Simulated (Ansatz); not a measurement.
This run works on a generated trial structure, not on a known crystal.

Input and command of a plane-wave DFT calculation in Ansatz:

```yaml
crystal:
  lattice:
    - [4.17210207, 0.0, 0.0]
    - [-2.08605104, 3.61314638, 0.0]
    - [0.0, 0.0, 7.61109342]
  atoms:
    - { symbol: Sn, position: [0.33333333, 0.66666667, 0.73392701] }
    - { symbol: Sn, position: [0.33333333, 0.66666667, 0.2666958] }
    - { symbol: H, position: [0.66666667, 0.33333333, 0.48228702] }
    - { symbol: H, position: [0.66666667, 0.33333333, 0.03428519] }
    - { symbol: H, position: [0.0, 0.0, 0.96844351] }
    - { symbol: Br, position: [0.0, 0.0, 0.51436049] }
basis:
  ecutwfc: 420
kpoints:
  mp_grid: { grid: [3, 3, 2] }
hamiltonian:
  xc: pbe
scf:
  occupations: { method: gaussian, width: 0.15 }
  lower_state_search: "off"
output:
  forces: true
  stress: true
  eigenvalues: true
relax:
  adjacent_minimum: "off"
  f_tol: 0.08
  max_steps: 16
  cell: { stress_tol: 0.8 }
```

```bash
ansatz run input.yaml --threads 1 --pin off --max-ram 2560MiB --backend cpu --events-out ev --progress --plain --runs-dir out
```

Processor: Intel(R) Xeon(R) Processor @ 2.50GHz (Skylake/Cascade Lake), 1 thread, on a host shared with other jobs.

Task: Estimate time, memory and problem size.

Result: About 77 s, peak memory 0.36 GiB. It solves 25 bands at 6 k points (after reduction by symmetry) with about 2165 plane waves (on the last cell), in 115 SCF iterations over 17 ionic steps, the closing evaluation included.
